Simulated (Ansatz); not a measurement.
A relaxation computed with Ansatz, from input to last step.

```yaml
crystal:
  lattice:
    - [-4.8683369096, 4.8683369096, 2.4713211853]
    - [4.8683369096, -4.8683369096, 2.4713211853]
    - [4.8683369096, 4.8683369096, -2.4713211853]
  atoms:
    - { symbol: Si, position: [0.25, 0.25, 0.0] }
    - { symbol: Si, position: [0.75, 0.75, 0.0] }
    - { symbol: Si, position: [0.667176828, 0.167176828, 0.834353656] }
    - { symbol: Si, position: [0.167176828, 0.332823172, 0.5] }
    - { symbol: Si, position: [0.332823172, 0.832823172, 0.165646344] }
    - { symbol: Si, position: [0.832823172, 0.667176828, 0.5] }
    - { symbol: Mo, position: [0.75, 0.25, 0.5] }
    - { symbol: Mo, position: [0.25, 0.75, 0.5] }
    - { symbol: Mo, position: [0.223915933, 0.0768614601, 0.3007773931] }
    - { symbol: Mo, position: [0.0768614601, 0.776084067, 0.8529455271] }
    - { symbol: Mo, position: [0.776084067, 0.9231385399, 0.6992226069] }
    - { symbol: Mo, position: [0.9231385399, 0.223915933, 0.1470544729] }
    - { symbol: Mo, position: [0.276084067, 0.5768614601, 0.8529455271] }
    - { symbol: Mo, position: [0.4231385399, 0.276084067, 0.6992226069] }
    - { symbol: Mo, position: [0.723915933, 0.4231385399, 0.1470544729] }
    - { symbol: Mo, position: [0.5768614601, 0.723915933, 0.3007773931] }
basis:
  ecutwfc: 500
kpoints:
  mp_grid: { grid: [8, 8, 8] }
hamiltonian:
  xc: r2scan
scf:
  occupations: { method: gaussian, width: 0.1 }
output:
  forces: true
  stress: true
  eigenvalues: true
  write_density: true
  write_potential: true
  elf: true
  volumetric_format: npy
relax:
  adjacent_minimum: "off"
  f_tol: 0.01
  max_steps: 30
  cell: { stress_tol: 0.1, fix: [volume] }
```

```bash
ansatz run input.yaml --threads 4 --pin off --max-ram 10240MiB --backend cpu --events-out ev --progress --plain --runs-dir out
```

The calculation used DFT r2SCAN, scalar-relativistic, plane waves, PAW in Ansatz 0.2.0.

The volume is held at 1.03 times that of the relaxed cell.

Of 4 frames 3 are shown, positions in Å and forces in eV/Å; the SCF threshold varies from step to step. Steps run on the plane waves of an earlier cell, with a Pulay correction in the pressure. The basis is chosen afresh for the last frame, the zero of the energies, and at times for earlier ones too; energy and pressure can step there, also at an unchanged geometry. Where two frames share a geometry here, they differ by under 2 meV/atom and 0.3 GPa.

```xyz
16
Lattice="-4.8683 4.8683 2.4713 4.8683 -4.8683 2.4713 4.8683 4.8683 -2.4713" Properties=species:S:1:pos:R:3:forces:R:3 pbc="T T T" step=1 free_energy_over_end_meV_per_atom=0.08 pressure_GPa=-7.13
Si    0.0000    0.0000    1.2357    0.0000    0.0000    0.0000
Si    0.0000    0.0000    3.7070    0.0000    0.0000    0.0000
Si    1.6277    6.4961    0.0000   -0.0316   -0.0316    0.0000
Si    3.2406    1.6277    0.0000    0.0316   -0.0316    0.0000
Si    3.2406   -1.6277    2.4713    0.0316    0.0316    0.0000
Si    1.6277    3.2406    2.4713   -0.0316    0.0316    0.0000
Mo    0.0000    4.8683    1.2357    0.0000    0.0000    0.0000
Mo    4.8683    0.0000    1.2357    0.0000    0.0000    0.0000
Mo    0.7484    2.1802    0.0000   -0.0040    0.0305    0.0000
Mo    7.5565    0.7484    0.0000   -0.0305   -0.0040    0.0000
Mo    4.1200    2.6881    2.4713    0.0040   -0.0305    0.0000
Mo   -2.6881    4.1200    2.4713    0.0305    0.0040    0.0000
Mo    5.6167    2.6881    0.0000   -0.0040   -0.0305    0.0000
Mo    2.6881    4.1200    0.0000   -0.0305    0.0040    0.0000
Mo   -0.7484    2.1802    2.4713    0.0040    0.0305    0.0000
Mo    2.1802    0.7484    2.4713    0.0305   -0.0040    0.0000
16
Lattice="-4.8630 4.8630 2.4767 4.8630 -4.8630 2.4767 4.8630 4.8630 -2.4767" Properties=species:S:1:pos:R:3:forces:R:3 pbc="T T T" step=2 free_energy_over_end_meV_per_atom=0.01 pressure_GPa=-7.05
Si    0.0000    0.0000    1.2384    0.0000    0.0000    0.0000
Si    0.0000    0.0000    3.7151    0.0000    0.0000    0.0000
Si    1.6236    6.4866    0.0000   -0.0028   -0.0028    0.0000
Si    3.2394    1.6236    0.0000    0.0028   -0.0028    0.0000
Si    3.2394   -1.6236    2.4767    0.0028    0.0028    0.0000
Si    1.6236    3.2394    2.4767   -0.0028    0.0028    0.0000
Mo    0.0000    4.8630    1.2384    0.0000    0.0000    0.0000
Mo    4.8630    0.0000    1.2384    0.0000    0.0000    0.0000
Mo    0.7479    2.1810    0.0000   -0.0071   -0.0204    0.0000
Mo    7.5451    0.7479    0.0000    0.0204   -0.0071    0.0000
Mo    4.1151    2.6821    2.4767    0.0071    0.0204    0.0000
Mo   -2.6821    4.1151    2.4767   -0.0204    0.0071    0.0000
Mo    5.6110    2.6821    0.0000   -0.0071    0.0204    0.0000
Mo    2.6821    4.1151    0.0000    0.0204    0.0071    0.0000
Mo   -0.7479    2.1810    2.4767    0.0071   -0.0204    0.0000
Mo    2.1810    0.7479    2.4767   -0.0204   -0.0071    0.0000
16
Lattice="-4.8644 4.8644 2.4753 4.8644 -4.8644 2.4753 4.8644 4.8644 -2.4753" Properties=species:S:1:pos:R:3:forces:R:3 pbc="T T T" step=4 free_energy_over_end_meV_per_atom=0.00 pressure_GPa=-7.07
Si    0.0000    0.0000    1.2377    0.0000    0.0000    0.0000
Si    0.0000    0.0000    3.7130    0.0000    0.0000    0.0000
Si    1.6240    6.4884    0.0000   -0.0011   -0.0011    0.0000
Si    3.2404    1.6240    0.0000    0.0011   -0.0011    0.0000
Si    3.2404   -1.6240    2.4753    0.0011    0.0011    0.0000
Si    1.6240    3.2404    2.4753   -0.0011    0.0011    0.0000
Mo    0.0000    4.8644    1.2377    0.0000    0.0000    0.0000
Mo    4.8644    0.0000    1.2377    0.0000    0.0000    0.0000
Mo    0.7481    2.1801    0.0000   -0.0020    0.0001    0.0000
Mo    7.5487    0.7481    0.0000   -0.0001   -0.0020    0.0000
Mo    4.1163    2.6843    2.4753    0.0020   -0.0001    0.0000
Mo   -2.6843    4.1163    2.4753    0.0001    0.0020    0.0000
Mo    5.6126    2.6843    0.0000   -0.0020   -0.0001    0.0000
Mo    2.6843    4.1163    0.0000   -0.0001    0.0020    0.0000
Mo   -0.7481    2.1801    2.4753    0.0020    0.0001    0.0000
Mo    2.1801    0.7481    2.4753    0.0001   -0.0020    0.0000
```

It took 2.6 min on 4 threads of Intel(R) Xeon(R) Processor @ 2.70GHz, with other jobs on the host, peak memory 2.3 GiB.